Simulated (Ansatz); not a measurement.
Trial structure of Ga5As3P2, not yet relaxed:

Space group I-4m2 (No. 119). a = 3.867 Å, b = 3.867 Å, c = 27.343 Å, α = 90.00°, β = 90.00°, γ = 90.00°
```csv
atom,site,symmetry,x,y,z
Ga,4e,2mm.,0.5000,0.5000,0.4000
Ga,2b,-4m2,0.5000,0.5000,0.0000
Ga,4e,2mm.,0.5000,0.5000,0.2000
P,4f,2mm.,0.0000,0.5000,0.1500
As,4f,2mm.,0.5000,0.0000,0.4500
As,2d,-4m2,0.5000,0.0000,0.2500
```

These are results of DFT PBE, scalar-relativistic, plane waves, PAW (Ansatz 0.2.0), not measurements. Plane waves to 420 eV, a k mesh through Γ of 6×6×6 on the computed 10-atom cell and Gaussian smearing (0.10 eV); no spin polarisation.

Energies over the elements count from the elements' standard structures at the same level, with no fitted energy shifts. The references include black phosphorus.

Q: How far from equilibrium is it?

A: The pressure is 8.3 GPa (the mean over three directions, positive in compression), the largest force is 0.86 eV/Å, and the energy is −0.31 eV/atom against the elements. The shortest distance is 2.37 Å.

Q: How much does it gain on relaxing, and where does it end?

A: Relaxing gains about 0.06 eV/atom in 8 ionic steps and ends at −0.376 eV/atom on the finer mesh. The symmetry stays I-4m2 (No. 119). The volume per atom grows by 10.2 %, from 20.4 to 22.5 Å³. The shortest distance goes from 2.37 Å (Ga–As and Ga–P) to 2.41 Å (Ga–P). Conventional cell: a = 3.991 Å, c = 28.274 Å. Ga on a site of symmetry 2mm is surrounded by 2 P at 2.41 Å and 2 As at 2.47 Å; P is surrounded by 4 Ga at 2.41 Å; As on a site of symmetry 2mm is surrounded by 4 Ga at 2.47 Å; 3 more sites not described.

The last run used a 10×10×10 mesh for its 10-atom cell and Gaussian smearing of 0.02 eV. The reference forms of As and P are held partly by dispersion forces, which this level lacks. The relaxation can't lower the symmetry of the start. A later test with randomly moved atoms came back to the same energy, though modes that don't fit the test's cell weren't probed.
